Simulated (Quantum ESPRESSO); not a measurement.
# Band energies of Te

```
Te
1.0
    4.60135     0.00000     0.00000
   -2.30068     3.98489     0.00000
    0.00000     0.00000     5.90006
Te
3
Cartesian
  1.18117   0.00000   1.96669
 -0.59058   1.02292   3.93337
  1.71009   2.96197   0.00000
```

LDA (Quantum ESPRESSO, PseudoDojo norm-conserving, 82 Ry, scalar-relativistic); path ΓMKΓALHA,LM,KH; energies in eV from the valence-band maximum.

| k (1/Å) | point | band 20 | band 21 | band 22 | band 23 | band 24 | band 25 | band 26 | band 27 |
|---|---|---|---|---|---|---|---|---|---|
| 0.00 | Γ | -2.86 | -2.86 | -1.58 | -1.58 | -0.62 | 1.04 | 1.04 | 1.54 |
| 0.45 |  | -3.83 | -3.29 | -1.76 | -1.08 | -0.78 | 0.99 | 1.15 | 2.23 |
| 0.79 | M | -4.17 | -3.30 | -3.10 | -1.13 | -0.83 | 1.01 | 1.14 | 3.31 |
| 0.90 |  | -4.19 | -3.25 | -3.07 | -1.34 | -1.11 | 1.23 | 1.47 | 3.49 |
| 1.24 | K | -4.29 | -2.79 | -2.79 | -2.67 | -2.23 | 2.69 | 2.69 | 3.05 |
| 1.47 |  | -4.34 | -3.07 | -2.37 | -2.10 | -1.88 | 2.08 | 2.46 | 2.68 |
| 1.93 |  | -3.42 | -2.85 | -1.47 | -0.95 | -0.60 | 0.78 | 1.05 | 1.53 |
| 2.15 | Γ | -2.86 | -2.86 | -1.58 | -1.58 | -0.62 | 1.04 | 1.04 | 1.54 |
| 2.47 |  | -2.86 | -2.51 | -1.45 | -1.33 | -0.79 | 0.65 | 0.74 | 0.92 |
| 2.69 | A | -2.63 | -2.63 | -1.23 | -1.11 | -1.11 | 0.56 | 0.56 | 0.62 |
| 2.88 |  | -2.85 | -2.76 | -1.63 | -1.42 | -1.16 | 0.82 | 0.97 | 1.38 |
| 3.38 |  | -3.61 | -3.50 | -2.14 | -1.76 | -0.29 | 1.10 | 1.95 | 2.38 |
| 3.47 | L | -3.61 | -3.54 | -2.16 | -1.78 | -0.12 | 0.95 | 1.96 | 2.42 |
| 3.82 |  | -4.48 | -4.48 | -1.01 | -0.54 | 0.00 | 0.57 | 1.59 | 1.75 |
| 3.93 | H | -4.63 | -4.63 | -0.92 | -0.03 | -0.03 | 0.27 | 1.59 | 1.59 |
| 4.29 |  | -4.00 | -3.77 | -1.50 | -1.24 | -0.67 | 0.90 | 2.00 | 2.17 |
| 4.66 |  | -2.80 | -2.75 | -1.59 | -1.47 | -1.06 | 0.64 | 1.14 | 1.21 |
| 4.84 | A | -2.63 | -2.63 | -1.23 | -1.11 | -1.11 | 0.56 | 0.56 | 0.62 |
| 4.84 | L | -3.61 | -3.54 | -2.16 | -1.78 | -0.12 | 0.95 | 1.96 | 2.42 |
| 5.05 |  | -4.11 | -3.37 | -1.82 | -1.68 | -1.12 | 1.35 | 2.01 | 2.40 |
| 5.37 | M | -4.17 | -3.30 | -3.10 | -1.13 | -0.83 | 1.01 | 1.14 | 3.31 |
| 5.37 | K | -4.29 | -2.79 | -2.79 | -2.67 | -2.23 | 2.69 | 2.69 | 3.05 |
| 5.91 | H | -4.63 | -4.63 | -0.92 | -0.03 | -0.03 | 0.27 | 1.59 | 1.59 |

The LDA gap is indirect, 0.27 eV, from 75 % of the way from L to H to H; the smallest direct gap is 0.29 eV.

Spin-orbit coupling is left out, which matters for elements this heavy: edges can move by tenths of an eV. So small a LDA gap in heavy elements may be inverted, where one-shot corrections to single bands mislead.

Geometry of the Materials Project entry, not relaxed at this level.

The distance between layers or molecules is the database entry's, not relaxed here. Functionals without dispersion can leave it too large, which widens gaps and weakens the response across layers: the numbers belong to this cell.
